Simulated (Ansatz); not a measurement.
## Compressing NiS: a fit and a missing row

NiS, P6_3/mmc, a = 3.405 Å, c = 5.074 Å. The structure is a COD entry; whether it is the stable form wasn't checked. Ansatz: PBEsol, PAW, 420 eV, Γ-centred 12×12×8 mesh on 4 atoms, Gaussian smearing 0.10 eV; no spin polarisation. Shape and atoms are relaxed at each volume; pressure is positive in compression.

```
V (Å³/atom) P (GPa)
     11.210    27.64
     11.592    18.85
     11.975    11.46
     12.357        ?
     12.739     0.00
     13.121    -4.41
     13.503    -8.13
     14.013   -12.18
```

Problem. Take V0 = 12.739 Å³/atom, fit the third-order Birch–Murnaghan form to the other rows, and predict the missing pressure.

Solution. With the Eulerian strain f = ½[(V0/V)^(2/3) − 1] and y = P/[3f(1 + 2f)^(5/2)], the form is the line y = B0 + 1.5 B0 (B0′ − 4) f. Rows (f, y): 0.04449, 167.3; 0.03246, 165.4; 0.02105, 163.7; -0.00975, 158.4; -0.01904, 156.8; -0.03078, 154.6. Means f = 0.006405, y = 161.03; Σ(Δf)² = 0.004635, ΣΔfΔy = 0.7810; the slope is their ratio. y = 160.0 + 168.5 f GPa, so B0 = 160.0 GPa and B0′ = 4 + 2 × (168.5)/(3 × 160.0) = 4.70. At V = 12.357, f = 0.01025, y = 161.73 and P = 5.23 GPa. The run gave 5.24 GPa, so the fit is 0.01 GPa too low, within the rms miss on the fitted rows (0.01 GPa).

Spin polarisation was left out, and a magnetic state may lie lower.